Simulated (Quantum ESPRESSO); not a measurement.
Nb5AgInIr, input and log of a self-consistent run

A calculation, not a measurement. The program is pw.x of Quantum ESPRESSO 7.5 (plane-wave density functional theory). The cell is made up: eight metal atoms on a hexagonal close-packed lattice, with elements, volume, strain and displacements drawn at random and not relaxed, so it may be unstable or far from any real phase. PseudoDojo standard norm-conserving files set the functional (PBE unless stated); there is no spin polarisation or spin-orbit coupling, the Fermi-Dirac width of 0.25 eV means electrons at about 2900 K, and the masses in the input are unused placeholders. Heavy elements are run without spin-orbit coupling, which real alloys of them have. A spin test at this wide smearing found no moment, but such smearing suppresses magnetism that the real alloy may have.

Input:

```
&control calculation='scf', pseudo_dir='./dojo.nc.sr.pbe.v0_5.standard.upf', outdir='./o', disk_io='minimal', tprnfor=.true., tstress=.true. /
&system ibrav=0, nat=8, ntyp=4, nbnd=73, ecutwfc=82.02448710, nosym=.true., tot_charge=0,
 occupations='smearing', smearing='fd', degauss=0.0183746611
/
&electrons conv_thr=1.470e-08, electron_maxstep=70, mixing_beta=0.5 /
ATOMIC_SPECIES
Ag 1.0 Ag.upf
In 1.0 In.upf
Ir 1.0 Ir.upf
Nb 1.0 Nb.upf
CELL_PARAMETERS angstrom
-2.8589 0.0 0.0
0.0 4.9518 -4.6898
0.0 -4.9518 -4.6898
ATOMIC_POSITIONS angstrom
Nb -0.0484 -0.1065 0.067
Nb 0.1553 1.6025 -2.2848
Ag -0.1351 -0.0813 -4.6662
Nb -0.0556 1.7863 -7.032
Nb -1.4041 -0.8989 -2.2368
Nb -1.2506 -2.4191 -4.7275
In -1.4862 -0.8179 -6.8984
Ir -1.3121 2.3048 -4.6827
K_POINTS automatic
8 4 4 1 1 1
```

The log is shortened where brackets say so; the opening notice, blank lines, dates and the lines on written files are dropped, and the path of the files is cut. It prints rydbergs, bohrs and kilobars, and counts compression as positive stress. Its total energy is the free energy E - TS of the whole cell.

```
     Program PWSCF v.7.5
     Parallel version (MPI & OpenMP), running on       4 processor cores
     Number of MPI processes:                 4
     Threads/MPI process:                     1
     [start-up lines left out]
     bravais-lattice index     =            0
     lattice parameter (alat)  =       5.4025  a.u.
     unit-cell volume          =     896.0721 (a.u.)^3
     number of atoms/cell      =            8
     number of atomic types    =            4
     number of electrons       =       114.00
     number of Kohn-Sham states=           73
     kinetic-energy cutoff     =      82.0245  Ry
     charge density cutoff     =     328.0979  Ry
     scf convergence threshold =      1.5E-08
     mixing beta               =       0.5000
     number of iterations used =            8  plain     mixing
     Exchange-correlation= PBE
                           (   1   4   3   4   0   0   0)
     [axes and pseudopotential details left out]
   Cartesian axes
     site n.     atom                  positions (alat units)
         1        Nb     tau(   1) = (  -0.0169296  -0.0372521   0.0234356  )
         2        Nb     tau(   2) = (   0.0543216   0.5605303  -0.7991885  )
         3        Ag     tau(   3) = (  -0.0472559  -0.0284375  -1.6321662  )
         4        Nb     tau(   4) = (  -0.0194480   0.6248207  -2.4596873  )
         5        Nb     tau(   5) = (  -0.4911330  -0.3144216  -0.7823988  )
         6        Nb     tau(   6) = (  -0.4374410  -0.8461646  -1.6536080  )
         7        In     tau(   7) = (  -0.5198503  -0.2860891  -2.4129560  )
         8        Ir     tau(   8) = (  -0.4589527   0.8061842  -1.6379377  )
     number of k points=    64  Fermi-Dirac smearing, width (Ry)=  0.0184
                       cart. coord. in units 2pi/alat
        k(    1) = (  -0.0625000   0.0000000  -0.0761999), wk =   0.0312500
        k(    2) = (  -0.0625000  -0.0721682  -0.1523999), wk =   0.0312500
     [further k points left out]
     Dense  grid:    89997 G-vectors     FFT dimensions: (  32,  75,  75)
     Estimated max dynamical RAM per process >     363.18 MB
     Estimated total dynamical RAM >       1.35 GB
     Initial potential from superposition of free atoms
     starting charge     113.9839, renormalised to     114.0000
     Starting wfcs are   79 randomized atomic wfcs
     total cpu time spent up to now is        6.4 secs
     per-process dynamical memory:   285.3 Mb
     Self-consistent Calculation
     iteration #  1     ecut=    82.02 Ry     beta= 0.50
     Davidson diagonalization with overlap
     ethr =  1.00E-02,  avg # of iterations =  2.7
     total cpu time spent up to now is       22.0 secs
     total energy              =   -1295.30268269 Ry
     estimated scf accuracy    <       1.51695820 Ry
     iteration #  2     ecut=    82.02 Ry     beta= 0.50
     Davidson diagonalization with overlap
     ethr =  1.33E-03,  avg # of iterations =  3.1
     total cpu time spent up to now is       39.8 secs
     total energy              =   -1294.85082773 Ry
     estimated scf accuracy    <       8.88888287 Ry
     iteration #  3     ecut=    82.02 Ry     beta= 0.50
     Davidson diagonalization with overlap
     ethr =  1.33E-03,  avg # of iterations =  2.5
     total cpu time spent up to now is       56.4 secs
     total energy              =   -1295.65964583 Ry
     estimated scf accuracy    <       4.25383484 Ry
     iteration #  4     ecut=    82.02 Ry     beta= 0.50
     Davidson diagonalization with overlap
     ethr =  1.33E-03,  avg # of iterations =  2.0
     total cpu time spent up to now is       71.3 secs
     total energy              =   -1295.94683614 Ry
     estimated scf accuracy    <       0.21788967 Ry
     iteration #  5     ecut=    82.02 Ry     beta= 0.50
     Davidson diagonalization with overlap
     ethr =  1.91E-04,  avg # of iterations =  2.4
     total cpu time spent up to now is       87.9 secs
     total energy              =   -1295.95841345 Ry
     estimated scf accuracy    <       0.34107013 Ry
     [iterations 6 to 14 left out]
     iteration # 15     ecut=    82.02 Ry     beta= 0.50
     Davidson diagonalization with overlap
     ethr =  3.97E-10,  avg # of iterations =  5.2
     total cpu time spent up to now is      249.2 secs
     total energy              =   -1295.99904402 Ry
     estimated scf accuracy    <       0.00000022 Ry
     iteration # 16     ecut=    82.02 Ry     beta= 0.50
     Davidson diagonalization with overlap
     ethr =  1.97E-10,  avg # of iterations =  2.0
     total cpu time spent up to now is      265.2 secs
     total energy              =   -1295.99904401 Ry
     estimated scf accuracy    <       0.00000065 Ry
     iteration # 17     ecut=    82.02 Ry     beta= 0.50
     Davidson diagonalization with overlap
     ethr =  1.97E-10,  avg # of iterations =  2.0
     total cpu time spent up to now is      280.7 secs
     total energy              =   -1295.99904406 Ry
     estimated scf accuracy    <       0.00000015 Ry
     iteration # 18     ecut=    82.02 Ry     beta= 0.50
     Davidson diagonalization with overlap
     ethr =  1.36E-10,  avg # of iterations =  1.6
     total cpu time spent up to now is      295.8 secs
     total energy              =   -1295.99904407 Ry
     estimated scf accuracy    <       0.00000008 Ry
     iteration # 19     ecut=    82.02 Ry     beta= 0.50
     Davidson diagonalization with overlap
     ethr =  7.03E-11,  avg # of iterations =  1.2
     total cpu time spent up to now is      310.3 secs
     End of self-consistent calculation
     [lines on levels left out]
!    total energy              =   -1295.99904407 Ry
     estimated scf accuracy    <       0.00000001 Ry
     smearing contrib. (-TS)   =      -0.11164030 Ry
     internal energy E=F+TS    =   -1295.88740377 Ry
     The total energy is F=E-TS. E is the sum of the following terms:
     one-electron contribution =    -280.27093957 Ry
     hartree contribution      =     217.80978671 Ry
     xc contribution           =    -261.42208662 Ry
     ewald contribution        =    -972.00416429 Ry
     convergence has been achieved in  19 iterations
     Forces acting on atoms (cartesian axes, Ry/au):
     atom    1 type  4   force =    -0.00363666   -0.02732242    0.01418307
     atom    2 type  4   force =    -0.00542865   -0.00773715   -0.05190952
     atom    3 type  1   force =     0.04695202    0.05360314    0.03017080
     atom    4 type  4   force =     0.00895592   -0.04699870    0.04566846
     atom    5 type  4   force =    -0.00391446    0.03051257   -0.03580796
     atom    6 type  4   force =    -0.01679209   -0.07856424    0.04528689
     atom    7 type  2   force =     0.00392232    0.01909013   -0.05848193
     atom    8 type  3   force =    -0.03005841    0.05741667    0.01089019
     Total force =     0.181549     Total SCF correction =     0.000617
     Computing stress (Cartesian axis) and pressure
          total   stress  (Ry/bohr**3)                   (kbar)     P=      199.71
   0.00117890   0.00015855  -0.00007361          173.42       23.32      -10.83
   0.00015855   0.00156923  -0.00024867           23.32      230.84      -36.58
  -0.00007361  -0.00024867   0.00132458          -10.83      -36.58      194.85
     init_run     :      5.79s CPU      6.04s WALL (       1 calls)
     electrons    :    297.39s CPU    303.87s WALL (       1 calls)
     forces       :      2.01s CPU      2.03s WALL (       1 calls)
     stress       :      7.05s CPU      7.06s WALL (       1 calls)
     [timing details left out]
     PWSCF        :   5m12.61s CPU   5m19.39s WALL
     JOB DONE.
```

In other units: free energy -17632.965 eV for the cell, pressure 19.97 GPa, largest force component 2.020 eV/Å in size. The run took 321 s of wall time with four MPI processes on a shared machine (Intel Xeon, 2023 or later, virtual cores), so the time is rough. A rerun of this cell at a higher cutoff and on a denser mesh moved values by no more than 0.003 eV in energy, 0.09 GPa in stress and 0.009 eV/Å in force, and a second program with other atomic files agreed on that cell to 2 % rms in force and 0.5 GPa in pressure.